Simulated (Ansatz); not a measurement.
Method: DFT PBE, scalar-relativistic, plane waves, PAW in Ansatz. All cells share a 420 eV cutoff and Γ-centred k meshes spaced at most about 0.3 Å⁻¹ (about 0.25 or finer for metals, 2π included). No spin polarisation in the final relaxations.

All energies are static (0 K, no zero-point motion).

Two relaxed structures of ScAs4:

A.

```cif
data_structure
_symmetry_space_group_name_H-M 'Cmmm'
_symmetry_Int_Tables_number 65
_cell_length_a 5.2215
_cell_length_b 5.3637
_cell_length_c 7.7237
_cell_angle_alpha 90.000
_cell_angle_beta 90.000
_cell_angle_gamma 90.000
_cell_volume 216.31
loop_
_atom_site_label
_atom_site_type_symbol
_atom_site_symmetry_multiplicity
_atom_site_Wyckoff_symbol
_atom_site_fract_x
_atom_site_fract_y
_atom_site_fract_z
_atom_site_occupancy
Sc1 Sc 2 a 0.00000 0.00000 0.00000 1
As1 As 4 l 0.50000 0.00000 0.83358 1
As2 As 4 j 0.50000 0.22653 0.50000 1
```

B.

```cif
data_structure
_symmetry_space_group_name_H-M 'P6/mmm'
_symmetry_Int_Tables_number 191
_cell_length_a 5.5337
_cell_length_b 5.5337
_cell_length_c 5.2040
_cell_angle_alpha 90.000
_cell_angle_beta 90.000
_cell_angle_gamma 120.000
_cell_volume 138.00
loop_
_atom_site_label
_atom_site_type_symbol
_atom_site_symmetry_multiplicity
_atom_site_Wyckoff_symbol
_atom_site_fract_x
_atom_site_fract_y
_atom_site_fract_z
_atom_site_occupancy
Sc1 Sc 1 b 0.00000 0.00000 0.50000 1
As1 As 3 g 0.50000 0.00000 0.50000 1
As2 As 1 a 0.00000 0.00000 0.00000 1
```

**Question.** Which would you expect to be lower, and how large is the difference?

**Answer.** A is lower, by 0.35 eV/atom. A has space group Cmmm (No. 65), 21.6 Å³/atom and no gap on its mesh; B has space group P6/mmm (No. 191), 27.6 Å³/atom and no gap. Counting As atoms around Sc (those within 1.25 times the shortest such distance or 1.15 times the sum of covalent radii, 1.27 where that leaves under three), A and B both have Sc 8. A holds As–As nets (shortest 2.43 Å); in B the shortest As–As distance is 2.77 Å, near bonding range too. The denser one is the lower, and pressure would at first widen the difference. Both come from invented guesses. A third cell relaxed alike, in I4/m, lies 116 meV/atom below the lower of the two.

Cells relaxed within their symmetry can be saddle points.
